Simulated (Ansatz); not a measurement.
# Perovskite alloy of SrTiO3 and BaTiO3 (8 of 27 Sr sites exchanged), 135 atoms

Ansatz, PAW, plane waves. PBEsol relaxation of volume and atoms (shape held) at the single k point (½, ½, ½); single points on the relaxed atoms at the Γ point alone, onto which points of the small cell's zone fold. Arrangement: quasirandom. No spin–orbit coupling unless named.

Relaxed cell: a = 11.741 Å, b = 11.741 Å, c = 11.741 Å, α = 90.00°, β = 90.00°, γ = 90.00°.

Mean bond lengths: Ba–O 2.793 Å; O–Sr 2.757 Å; O–Ti 1.957 Å.

Q: What gap lies between the top filled and the lowest empty level in the single points?

A: HSE06 3.53 eV (66 s on NVIDIA GB200).
